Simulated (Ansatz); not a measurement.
Ca2H3Br:
```xyz
6
Lattice="3.8932 0.0000 0.0000 -1.9466 3.3716 0.0000 0.0000 0.0000 6.8549" Properties=species:S:1:pos:R:3 pbc="T T T"
Ca     1.9466     1.1239     1.2683
Ca     0.0000     2.2478     5.5866
H      1.9466     1.1239     5.8347
H      0.0000     2.2478     1.0202
H      0.0000     0.0000     0.0000
Br     0.0000     0.0000     3.4275
```

Relaxed with r²SCAN. Independent-particle spectrum: no excitons, no local fields, no scissors shift; 0.1 eV broadening; ε₁ of the summed bands alone.

Question: Tabulate the dielectric function from plane-wave PAW r²SCAN (Ansatz code).

Answer: 

```
E (eV)  ε₁ xx  ε₂ xx  ε₁ zz  ε₂ zz
------  -----  -----  -----  -----
0.0      4.56   0.00   4.12   0.00
0.4      4.58   0.00   4.13   0.00
0.8      4.64   0.00   4.16   0.00
1.2      4.76   0.00   4.22   0.00
1.6      4.95   0.00   4.31   0.00
2.0      5.29   0.00   4.44   0.00
2.4      6.07   0.01   4.65   0.00
2.8      6.81   1.97   4.87   0.20
3.2      5.35   3.04   5.05   0.26
3.6      4.57   2.67   5.41   0.40
4.0      4.33   2.41   5.77   0.70
4.4      4.34   2.25   6.22   1.10
4.8      4.53   2.21   6.67   1.73
5.2      4.92   2.45   7.14   2.96
5.6      5.59   2.91   6.78   3.80
6.0      4.55   6.18   7.70   5.51
6.4      3.06   3.49   7.01   6.91
6.8      3.56   5.24  -1.08  12.06
7.2      2.08   5.60  -1.38   4.35
7.6      1.21   4.39   0.33   2.92
8.0      1.58   3.86   2.09   4.17
8.4      0.71   4.00   1.62   4.53
8.8      0.96   3.60  -1.33   3.61
9.2      0.73   3.86  -0.59   2.43
9.6     -0.59   3.95   0.04   2.37
10.0    -0.15   2.03   0.29   2.12
10.4     0.43   2.33   0.12   2.11
10.8     0.35   2.38   0.68   1.56
11.2     0.36   2.08   1.17   2.09
11.6     0.72   2.11   0.51   2.99
12.0     0.85   2.84   0.63   3.02
```

Question: From ε at 4.0 eV (xx: 4.33 + 2.41i), find n, k, the normal reflectivity and the absorption coefficient.

Answer: n = 2.15, k = 0.559, R = 16 %, α = 2kE/ħc = 230000 cm⁻¹.

With all bands, ε∞ without local fields is 4.60 (xx = yy), 4.16 (zz).

Space group P-3m1. The first step of the workflow began from a Materials Project structure, measured or hypothetical; the Crystallography Open Database copy checked does not list it. Whether it is the stable phase at ambient conditions was not checked. Symmetry was held in the r²SCAN relaxation; its stability against distortions is not shown here. Scalar-relativistic: spin–orbit coupling is off unless named, which matters more the heavier the elements.

Potentials: the later of the program's two PAW sets.
